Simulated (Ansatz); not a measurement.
Electric field gradients in ScAl₃

Method: DFT PBEsol, scalar-relativistic, plane waves, PAW (Ansatz 0.2.0). Cutoff 420 eV, 14×14×14 k-points (Γ-centred), Fermi-Dirac smearing of 0.15 eV. No spin polarisation.

Relaxed structure:
```
CELL_PARAMETERS angstrom
-1.99650 1.99650 4.37002
1.99650 -1.99650 4.37002
1.99650 1.99650 -4.37002
ATOMIC_POSITIONS crystal
Sc 0.00000 0.00000 0.00000
Al 0.75000 0.25000 0.50000
Al 0.25000 0.75000 0.50000
Al 0.50000 0.50000 0.00000
```

In a metal these results depend on the k mesh and the smearing.

Give V_zz (10²¹ V/m²) and the asymmetry η at each distinct site.

Results:

| atom | V_zz | η |
| --- | --- | --- |
| Sc (atom 1) | -1.09 | 0.00 |
| Al (atom 2) | -0.991 | 0.00 |
| Al (atom 4) | 2.73 | 0.00 |

Whether ScAl3 exists in this form wasn't checked.

Cost: 1 run of about 0.29 core-minutes, on AMD EPYC 7R43 (Zen 3) (shared hosts).